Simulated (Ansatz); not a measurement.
CrI3 (BiI3 type, space group R-3)

```xyz
8
Lattice="3.4091 1.9682 6.4926 -3.4091 1.9682 6.4926 0.0000 -3.9365 6.4926" Properties=species:S:1:pos:R:3 pbc="T T T"
Cr     0.0000     0.0000     6.5026
Cr     0.0000     0.0000    12.9751
I     -2.2281    -0.0954     8.0470
I      1.1967    -1.8819     8.0470
I      1.0314     1.9773     8.0470
I      2.2281     0.0954    11.4307
I     -1.1967     1.8819    11.4307
I     -1.0314    -1.9773    11.4307
```

The slice is a (1 -1 0 2) plane (indices of the conventional cell) through the point (0.922, 0.268, 0.571) (fractional), spanned by u = [1 0 -1] and v = [010] in vectors of this cell: u (6.82 Å) and v (7.59 Å, at 90° to u). It covers one period; positions are fractions (u, v).

Computed with PBE-D3(BJ) (plane waves to 420 eV, PAW, scalar-relativistic; Ansatz, an electronic-structure program). k mesh 6×6×6. Near the nuclei the fields are pseudised (PAW); where an atom keeps semicore shells as valence, they peak there. CrI3 was relaxed with its symmetry unable to fall. Relaxed CrI3 ends ferromagnetic. Spin-orbit coupling is left out, though I is heavy. Other magnetic orders were not checked, so this need not be the ground state.

Question: Sketch the ELF of the down spins on this plane as a map.

Answer: 
```
|xx==##@@**..    ..          **@@%%++|
|%%%%%%%%--    ......        ==@@@@%%|
|@@@@@@**..    ::--::..      ..**@@@@|
|%%##==..      ::::..          ..++%%|
|                ..                  |
|  ..::==--..          ..::--::      |
|==%%@@@@@@##::        ::====--      |
|%%@@@@@@@@@@##..    ..::----::    --|
|%%%%****%%@@@@--      ........  ..**|
|%%**xxxx++%%@@==        ....    ::%%|
|%%**xxxx==%%@@==    ..::::::    ::@@|
|@@##++==##%%@@--    ::==++--      %%|
|@@%%####%%@@##..  ..--++++::....  --|
|==**%%%%@@**..    ..::--==..::--    |
|..::::--::      ..::::::::          |
|**==--..    ....--==--::..      ::**|
|%%%%%%++    ....==**++::..  ..**@@@@|
|**##%%@@--    ::**##++--..  ==@@@@##|
|xx==##@@##    ::++++==::    **@@##==|
|xxxx##@@##..  ..::::..      **%%##xx|
```
Scale: ten equal steps from 0.02 (start of ' ') to 0.77 (end of '@'), in the order ' .:-=+*#%@'. Values: ELF of the down spins. The map has 18 points along u (two characters each, u = 0 at the left) and 20 along v (v = 0 in the bottom row). Points within 0.5 Å of a nucleus are blanked (x), as the pseudised field means little there.
